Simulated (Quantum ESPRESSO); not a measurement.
Parts of the isotropic shielding in Be2C, by PBE GIPAW on JTH datasets (Quantum ESPRESSO, modified build), 20 Ha, k-mesh 10×10×10 shifted:

```xyz
3
Lattice="0.0000 2.1650 2.1650 2.1650 0.0000 2.1650 2.1650 2.1650 0.0000" Properties=species:S:1:pos:R:3 pbc="T T T"
Be     1.0825     1.0825     1.0825
Be     3.2475     3.2475     3.2475
C      0.0000     0.0000     0.0000
```
The cell was made here from an entry of the Crystallography Open Database (unchecked): atoms relaxed with PBE in the measured cell (PBE without dispersion, pw.x of Quantum ESPRESSO, symmetry kept).  Stability against distortions was not tested.

The core term is that of the free atom's frozen core; the paramagnetic column sums the reconstruction terms. Shieldings are absolute and leave out the bulk-susceptibility term; a larger σ means a smaller chemical shift. By our sweeps, such settings leave a few ppm in absolute σ. Static lattice: thermal averaging is not included.

| site | core | bare (smooth current) | diamagnetic correction | paramagnetic corrections | σ_iso (ppm) |
|---|---|---|---|---|---|
| Be (atoms 1, 2) | 0.0 | -9.5 | 113.5 | ___ | ___ |
| C (atom 3) | 200.5 | 45.4 | 7.1 | ___ | ___ |

Question: Fill in the missing entries.

Answer: 
- Be (atoms 1, 2), paramagnetic corrections: -13.5
- Be (atoms 1, 2), σ_iso (ppm): 90.6
- C (atom 3), paramagnetic corrections: -19.9
- C (atom 3), σ_iso (ppm): 233.1
